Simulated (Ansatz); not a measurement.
# What DFT gives for Cs2PdCl4

```
Cl Cs Pd
1.0
     7.20765    0.00000    0.00000
     0.00000    7.20765    0.00000
     0.00000    0.00000    4.18524
Cl Cs Pd
4 2 1
Direct
  0.23214 0.23214 0.00000
  0.76786 0.23214 0.00000
  0.76786 0.76786 0.00000
  0.23214 0.76786 0.00000
  0.00000 0.50000 0.50000
  0.50000 0.00000 0.50000
  0.00000 0.00000 0.00000
```

The numbers come from plane-wave PAW DFT (Ansatz): r2SCAN, no spin polarisation, 500 eV, 4×4×6 Γ-centred k points, fermi-dirac occupations (width 0.1 eV). Nothing was relaxed.

Problem. What does the stress say?

Solution. The pressure is 2.8 GPa (compression positive), so with the atoms held at these fractions the cell would first expand. The principal stresses 1.8, 1.8, 4.7 GPa differ, so its shape would change too.

Problem. Where is the largest force?

Solution. The largest is on Cl1 (and as large on other atoms): 0.55 eV/Å, components (-0.39, -0.39, 0.00). It makes 0° with the line to a nearest neighbour, Pd7 at 2.37 Å, pointing towards it.

Problem. Which orbitals make up the band edges?

Solution. Within 0.7 eV of the edges, the states project mainly on Pd d (61 %) and Cl p (35 %) below the gap and on Cl p (50 %) and Pd d (46 %) above it.

Problem. Metal or insulator? Give the gap.

Solution. The gap is 1.61 eV, indirect (the least direct gap found is 1.66 eV). A semilocal functional usually gives too small a gap.

Problem. What is the formation energy?

Solution. -1.57 eV an atom against the elements' usual phases (free molecules for gases, crystals otherwise, with no correction for O₂ or N₂), so it is bound against them; other compounds may still compete. Relaxing would lower it.

Origin: a known structure type with other elements, at an estimated volume, so it need not be a known compound. Caveats: the exchange-correlation potential is rough where the density is thin.
